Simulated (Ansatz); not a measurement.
# Na₂BrCl (R-3m), an elastic constant from a strain scan

Level of theory: DFT LDA, scalar-relativistic, plane waves, PAW (Ansatz 0.2.0). The runs took a 420 eV cutoff, a Γ-centred 9×9×9 mesh and Gaussian smearing (0.05 eV). No spin polarisation. Energies are free energies at this smearing, counted from the undisturbed cell; pressure is positive in compression.

Reference structure (relaxed at this level; it needn't be the usual structure):

```
Na Br Cl
1.0
     1.98886    1.14827    6.49835
    -1.98886    1.14827    6.49835
     0.00000   -2.29654    6.49835
Na Br Cl
2 1 1
Direct
  0.25451 0.25451 0.25451
  0.74549 0.74549 0.74549
  0.50000 0.50000 0.50000
  0.00000 0.00000 0.00000
```

The cell is strained by ε times the Voigt pattern (0, 0, 1, 0, 0, 0) (xx, yy, zz, yz, xz, xy; engineering shear) with fractional coordinates fixed. The cell holds 4 atoms in V0 = 89.04 Å³. The stress column is τ = (1/V0) dE/dε, got from the stress tensor σ (compression positive) at each point as −det(1 + εP) σ : P(1 + εP)⁻¹, with P the pattern as a tensor.

```csv
ε,ΔE (meV/atom),τ (GPa)
-0.0400,5.135,-1.885
-0.0300,2.860,-1.392
-0.0200,1.261,-0.914
-0.0100,0.314,-0.451
0.0000,0.000,-0.003
0.0100,0.301,0.432
0.0200,1.196,0.854
0.0300,2.670,1.264
0.0350,3.618,1.464
0.0400,?,?
```

Problem. Which combination of elastic constants does this scan measure, and how large is it?

Solution. For small ε, τ = τ0 + Kε with K = pᵀCp, which for this pattern is C33 in the Cartesian frame shown. The parabola through τ at ε = -0.0100, 0 and 0.0100 has slope K = 44 GPa at zero. The energies per cell, E = NΔE, of the same two points give K = 2[E(ε₊)/ε₊ − E(ε₋)/ε₋]/[(ε₊ − ε₋)V0] = 44 GPa, in agreement. These are clamped-ion values.

Problem. Predict the withheld row at ε = 0.0400 from the harmonic law, and compare.

Solution. ΔE = V0(τ0 ε + Kε²/2)/N = 4.898 meV/atom and τ = 1.77 GPa. The calculation gives 4.704 meV/atom and 1.66 GPa, a miss of 4.0 % of the harmonic energy, so the harmonic law still holds here.